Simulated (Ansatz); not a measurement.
# Self-consistent spin–orbit runs of VOF along several axes

Computed with Ansatz 0.2.0, DFT PBEsol, spin-orbit coupling, plane waves, PAW.

```yaml
crystal:
  lattice:
    - [3.21829, -3.51498, 0.00000]
    - [3.21829, 3.51498, 0.00000]
    - [0.00000, 0.00000, 3.08318]
  atoms:
    - { symbol: V, position: [0.00000, 0.00000, 0.00000] }
    - { symbol: V, position: [0.50000, 0.50000, 0.50000] }
    - { symbol: O, position: [0.29974, 0.29974, 0.00000] }
    - { symbol: O, position: [0.70026, 0.70026, 0.00000] }
    - { symbol: F, position: [0.19582, 0.80418, 0.50000] }
    - { symbol: F, position: [0.80418, 0.19582, 0.50000] }
```

The plane-wave cutoff is 420 eV and the Γ-centred k-mesh is 8×8×12. The occupation rule is Gaussian smearing, 0.1 eV, the list of starting moments (μB, in atom order) is 2 2 0 0 0 0 and the check for lower electronic states after the SCF is on.

The moments start along each conventional axis in turn. Free energies count from the first axis and are rough on this mesh. The states are those that the runs reached from these starts; a lower one can exist.

| axis | Cartesian direction | ΔF (meV/cell) | site spin moments along the axis, as the non-collinear run integrates them (μB) |
| --- | --- | --- | --- |
| c | 0.000 0.000 1.000 | 0.000 | V +1.83, V +1.68, O +0.18 (×2), F +0.22 (×2) |
| a | 1.000 0.000 0.000 | -0.025 | V +1.83, V +1.68, O +0.18 (×2), F +0.22 (×2) |
| b | 0.000 1.000 0.000 | 0.234 | V +1.83, V +1.68, O +0.18 (×2), F +0.22 (×2) |

1 further run of this set isn't shown.

Cost: 3 runs of about 16 core-minutes in all, on AMD EPYC 7B13 (Zen 3) (shared hosts).